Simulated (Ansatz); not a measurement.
Nb (bcc, W type)

```yaml
crystal:
  lattice:
    - [-1.65478, 1.65478, 1.65478]
    - [1.65478, -1.65478, 1.65478]
    - [1.65478, 1.65478, -1.65478]
  atoms:
    - { symbol: Nb, position: [0.00000, 0.00000, 0.00000] }
```

The slice is a {211} plane (indices of the conventional cell) through the point (0.000, 0.000, 0.000) (fractional), spanned by u = [111] and v = [1 0 -1] in vectors of this cell: u (2.87 Å) and v (4.68 Å, at 90° to u). It covers one period; positions are fractions (u, v).

The numbers are results of PBE (plane waves to 420 eV, PAW, scalar-relativistic; Ansatz, an electronic-structure program), not measurements. k mesh 20×20×20. Inside the PAW spheres the values are not all-electron values, and peaks at nuclei hang on which shells count as valence. Nb is run without spin polarisation. Nb was relaxed with its symmetry unable to fall. The PAW data are Ansatz's earlier set.

Task: What is the valence density on the shortest Nb–Nb line in this plane (2.87 Å), at its midpoint?

Result: 0.28 e/Å³.

Task: What is the ELF at the midpoint of the shortest Nb–Nb line in this plane (2.87 Å)?

Result: 0.25.

Task: Sketch the valence electron density on this plane as a map.

Result: 
```
v \ u  0.00  0.10  0.20  0.30  0.40  0.50  0.60  0.70  0.80  0.90
-----  ----  ----  ----  ----  ----  ----  ----  ----  ----  ----
0.88    0.6   0.5   0.2  -0.3  -0.6  -0.6  -0.6  -0.3   0.2   0.5
0.75   -0.5  -0.5  -0.6  -0.6  -0.7  -0.7  -0.7  -0.6  -0.6  -0.5
0.62   -0.7  -0.7  -0.6  -0.6  -0.6  -0.6  -0.6  -0.6  -0.6  -0.7
0.50   -0.7  -0.7  -0.6  -0.6  -0.6  -0.5  -0.6  -0.6  -0.6  -0.7
0.38   -0.7  -0.7  -0.6  -0.6  -0.6  -0.6  -0.6  -0.6  -0.6  -0.7
0.25   -0.5  -0.5  -0.6  -0.6  -0.7  -0.7  -0.7  -0.6  -0.6  -0.5
0.12    0.6   0.5   0.2  -0.3  -0.6  -0.6  -0.6  -0.3   0.2   0.5
0.00    0.6   0.7   0.6   0.1  -0.4  -0.5  -0.4   0.1   0.6   0.7
```

Values: log₁₀ of the valence density in e/Å³. The scale is logarithmic, as a density can span decades between atoms and voids.
